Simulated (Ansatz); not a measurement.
Geometry optimisation in Ansatz: input, command and trajectory.

```yaml
crystal:
  lattice:
    - [5.4249483049, 0.0, 0.0]
    - [-2.7124741524, 4.6981430462, 0.0]
    - [0.0, 0.0, 7.2325493862]
  atoms:
    - { symbol: Ba, position: [0.0, 0.0, 0.5] }
    - { symbol: Sn, position: [0.6666666667, 0.3333333333, 0.7920583149] }
    - { symbol: Sn, position: [0.0, 0.0, 0.0] }
    - { symbol: Sn, position: [0.6666666667, 0.3333333333, 0.2079416851] }
    - { symbol: Sn, position: [0.3333333333, 0.6666666667, 0.2079416851] }
    - { symbol: Sn, position: [0.3333333333, 0.6666666667, 0.7920583149] }
basis:
  ecutwfc: 420
kpoints:
  mp_grid: { grid: [12, 12, 6] }
hamiltonian:
  xc: pbesol
scf:
  occupations: { method: gaussian, width: 0.1 }
output:
  forces: true
  stress: true
  eigenvalues: true
relax:
  adjacent_minimum: "off"
  f_tol: 0.01
  max_steps: 30
  cell: { stress_tol: 0.1, fix: [volume] }
```

```bash
ansatz run input.yaml --threads 2 --pin off --max-ram 5120MiB --backend cpu --events-out ev --progress --plain --runs-dir out
```

Level of theory: DFT PBEsol, scalar-relativistic, plane waves, PAW in Ansatz.

The volume is held at 1.06 times that of the relaxed cell.

Of 4 frames 3 are shown, positions in Å and forces in eV/Å; the SCF threshold varies from step to step. Steps run on the plane waves of an earlier cell, with a Pulay correction in the pressure. The basis is chosen afresh for the last frame, the zero of the energies, and at times for earlier ones too; energy and pressure step there, also at an unchanged geometry.

```xyz
6
Lattice="5.4249 0.0000 0.0000 -2.7125 4.6981 0.0000 0.0000 0.0000 7.2325" Properties=species:S:1:pos:R:3:forces:R:3 pbc="T T T" step=1 free_energy_over_end_meV_per_atom=0.58 pressure_GPa=-2.27
Ba    0.0000    0.0000    3.6163    0.0000    0.0000    0.0000
Sn    2.7125    1.5660    5.7286    0.0000    0.0000    0.0805
Sn    0.0000    0.0000    0.0000    0.0000    0.0000    0.0000
Sn    2.7125    1.5660    1.5039    0.0000    0.0000   -0.0805
Sn    0.0000    3.1321    1.5039    0.0000    0.0000   -0.0805
Sn    0.0000    3.1321    5.7286    0.0000    0.0000    0.0805
6
Lattice="5.4134 0.0000 0.0000 -2.7067 4.6882 0.0000 0.0000 0.0000 7.2633" Properties=species:S:1:pos:R:3:forces:R:3 pbc="T T T" step=2 free_energy_over_end_meV_per_atom=0.07 pressure_GPa=-2.02
Ba    0.0000    0.0000    3.6317    0.0000    0.0000    0.0000
Sn    2.7067    1.5627    5.7761    0.0000    0.0000   -0.0362
Sn    0.0000    0.0000    0.0000    0.0000    0.0000    0.0000
Sn    2.7067    1.5627    1.4872    0.0000    0.0000    0.0362
Sn    0.0000    3.1255    1.4872    0.0000    0.0000    0.0362
Sn    0.0000    3.1255    5.7761    0.0000    0.0000   -0.0362
6
Lattice="5.4106 0.0000 0.0000 -2.7053 4.6857 0.0000 0.0000 0.0000 7.2709" Properties=species:S:1:pos:R:3:forces:R:3 pbc="T T T" step=4 free_energy_over_end_meV_per_atom=0.00 pressure_GPa=-2.06
Ba    0.0000    0.0000    3.6355    0.0000    0.0000    0.0000
Sn    2.7053    1.5619    5.7780    0.0000    0.0000    0.0011
Sn    0.0000    0.0000    0.0000    0.0000    0.0000    0.0000
Sn    2.7053    1.5619    1.4930    0.0000    0.0000   -0.0011
Sn    0.0000    3.1238    1.4930    0.0000    0.0000   -0.0011
Sn    0.0000    3.1238    5.7780    0.0000    0.0000    0.0011
```

It took 91 s on 2 threads of Intel(R) Xeon(R) Platinum 8259CL CPU @ 2.50GHz (Skylake/Cascade Lake) (shared host), peak memory 0.88 GiB.